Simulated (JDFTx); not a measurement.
Mo(110) slab cut from bulk Mo (space group Im-3m, indices of the conventional cell, lattice of the Materials Project entry mp-129, not re-optimised): 6 atoms in 6 planes, a 1x1 cell of 7.09 Å² (|a| = 2.743, |b| = 2.743 Å), 11.0 Å between the outermost planes, cell height 27.2 Å, 8×8×1 k mesh, Fermi smearing 0.01 Ha, no spin polarisation.

Method: PBE, GBRV ultrasoft potentials, plane waves to 20/100 Ha, in a modified build of JDFTx. Liquid: CANDLE, water, 1 M NaCl; nuclei fixed. Potentials are counted from the potential of zero charge; σ repeats to about 1 %.

| U − U_pzc (V) | σ (μC/cm², per face) |
|---|---|
| 0.22 | 4.00 |
| 0.32 | withheld |
| 0.72 | 15.14 |
| 0.92 | 20.55 |

Question: Fit σ = C₀x + bx² (x = U − U_pzc) to the other rows by least squares, predict the withheld value, and compare with the run.

Answer: The fit gives C₀ (μF/cm²) = 16.7, b (μF/cm²/V) = 6.14, with a root-mean-square miss of 0.03 μC/cm² on its own rows. It predicts 6.0 μC/cm²; the run gives 6.0 μC/cm², the same to these digits.
